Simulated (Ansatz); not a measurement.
## Relaxing a structure of Be

The start is a generated cell, Be placed in the beta-Sn structure type. The cell and all atomic positions are relaxed at zero pressure with PBEsol (plane waves to 420 eV, PAW, scalar-relativistic; Ansatz, a first-principles code). First-step values are on the input's coarse k-mesh.

Ansatz input (later rounds restart from its end on a renewed k-mesh):
Ansatz 0.2 input:
```yaml
crystal:
  lattice:
    - [-1.986631, 1.986631, 1.08393]
    - [1.986631, -1.986631, 1.08393]
    - [1.986631, 1.986631, -1.08393]
  atoms:
    - { symbol: Be, position: [0.75, 0.25, 0.5] }
    - { symbol: Be, position: [0, 0, 0] }
basis: { ecutwfc: 420, ecutrho_ratio: 4, xc_grid: 2, fft_grid_basis: typed }
kpoints: { mp_grid: { grid: [17, 17, 17] } }
hamiltonian:
  xc: pbesol
  dispersion: none
  pseudopotentials: { azcp: { folder: ./paw }, kind: paw }
scf: { occupations: { method: fermi_dirac, width: 0.05 } }
relax: { f_tol: 0.01, max_steps: 100, cell: { stress_tol: 0.02 } }
output: { forces: true, stress: true }
```

```json
{
 "energy_released": "0.05 eV/atom",
 "volume_change": "+8.6 %, from 8.56 to 9.29 Å³/atom",
 "Shortest distances (start → end)": "The closest pairs of elements (up to four, under 3.6 Å), start → end: Be–Be 2.06 → 2.11 Å",
 "optimiser_moves": "8"
}
```

Final structure:

```cif
data_Be4
_chemical_formula_sum 'Be4'
_space_group_name_H-M_alt 'I41/amd :1'
_space_group_IT_number 141
_space_group_name_Hall 'I 4bw 2bw -1bw'
_cell_length_a 4.19767
_cell_length_b 4.19767
_cell_length_c 2.10960
_cell_angle_alpha 90.000
_cell_angle_beta 90.000
_cell_angle_gamma 90.000
loop_
_atom_site_label
_atom_site_type_symbol
_atom_site_symmetry_multiplicity
_atom_site_Wyckoff_symbol
_atom_site_fract_x
_atom_site_fract_y
_atom_site_fract_z
_atom_site_occupancy
Be1 Be 4 a 0.00000 0.00000 0.00000 1
```
(The calculation used a cell of 2 atoms; values per cell refer to that cell.)

Final values are on a 24×24×24 k-mesh of the relaxed cell. No spin polarisation in the result.

The run could not lower the symmetry of its start; a shaken copy of this end point relaxes with PBEsol to Fm-3m (No. 225), 0.66 eV/atom lower.

The relaxed structure here is a generated cell of Be: the first start was made by placing the elements on the sites of a structure type, and the end was not matched to a known phase here, so it may be hypothetical. Known forms of Be include space group No. 194.
